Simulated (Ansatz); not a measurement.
# Si₃N₄: computed property card

Si3N4:
```xyz
14
Lattice="0.0000 3.8651 3.8651 3.8651 0.0000 3.8651 3.8651 3.8651 0.0000" Properties=species:S:1:pos:R:3 pbc="T T T"
Si     4.8313     4.8313     4.8313
Si     4.8313     2.8988     2.8988
Si     2.8988     4.8313     2.8988
Si     2.8988     2.8988     4.8313
Si     1.9325     1.9325     1.9325
Si     0.0000     0.0000     0.0000
N      6.7064     6.7064     6.7064
N      6.7064     4.8888     4.8888
N      4.8888     6.7064     4.8888
N      4.8888     4.8888     6.7064
N      2.9562     2.9562     2.9562
N      2.9562     4.7739     4.7739
N      4.7739     2.9562     4.7739
N      4.7739     4.7739     2.9562
```

Space group Fd-3m (No. 227); conventional cell a = b = c = 7.7301 Å, α = β = γ = 90.00°.

Method: DFT-r²SCAN in the program Ansatz with PAW potentials. The cell and atoms are relaxed at this level. Other levels are named where they apply.

Cell and energy:

```
Quantity                                                      Result
-----------------------------------------------------  -------------
Volume per atom                                              8.25 Å³
Density                                                   4.03 g/cm³
Formation energy from the elements (no fitted shifts)  -1.11 eV/atom
```

Electronic structure:

```
Item                                                                                                  Value
------------------------------------------------  ---------------------------------------------------------
Band gap                                                              4.03 eV (smallest direct gap 4.05 eV)
Valence-band maximum                                                on the K–Γ line, 60 % of the way from K
Conduction-band minimum                                                                                at Γ
Electron effective mass, band 1 of 3 at the edge  0.57 along [100], 0.46 along [110], 0.43 along [111] (mₑ)
Electron effective mass, band 2 of 3 at the edge  0.33 along [100], 0.38 along [110], 0.36 along [111] (mₑ)
Electron effective mass, band 3 of 3 at the edge  0.33 along [100], 0.33 along [110], 0.36 along [111] (mₑ)
Hole effective mass                                                    0.34, 1.1, 6.4 mₑ (principal values)
HSE06 gap on the r²SCAN cell                                                                        4.76 eV
```

Mechanics:

```
Quantity                                                                      Result
--------------------------------------------  --------------------------------------
Elastic constants (relaxed ions, GPa)                C11 = 565, C12 = 200, C44 = 359
Mechanical stability                          stable (all eigenvalues of C positive)
Hill bulk and shear moduli                                           322 and 274 GPa
Young's modulus                                                              640 GPa
Poisson's ratio                                                                 0.17
Debye temperature from the elastic constants                                  1340 K
```

Dielectric response:

```
Item                                                                             Value
--------------------------------------------------------  ----------------------------
Electronic dielectric constant ε∞ (DFPT)                                          4.90
Static dielectric constant ε0 (ions relaxed, cell fixed)                          12.0
Born charges (a third of the trace)                       Si +3.58 to +3.68, N -2.73 e
```

Phonons:

```
Quantity                                                                  Result
--------------------------------------------------  ----------------------------
Highest zone-centre frequency (without LO–TO term)                     121.6 meV
Zone-centre stability                                     no imaginary mode at Γ
Dynamical stability on the path                     stable (no imaginary branch)
Zero-point energy                                                 113.7 meV/atom
Vibrational entropy at 300 K                              7.3 J/(K·mol of atoms)
```

Charges:

```
Quantity                             Result
-------------  ----------------------------
Bader charges  Si +3.15 to +3.21, N -2.39 e
```

The r²SCAN relaxation kept the symmetry of its start. The references are the lowest solids computed at this level, not always the standard phases (solids in place of the gases).

Potentials: the later of the program's two PAW sets.
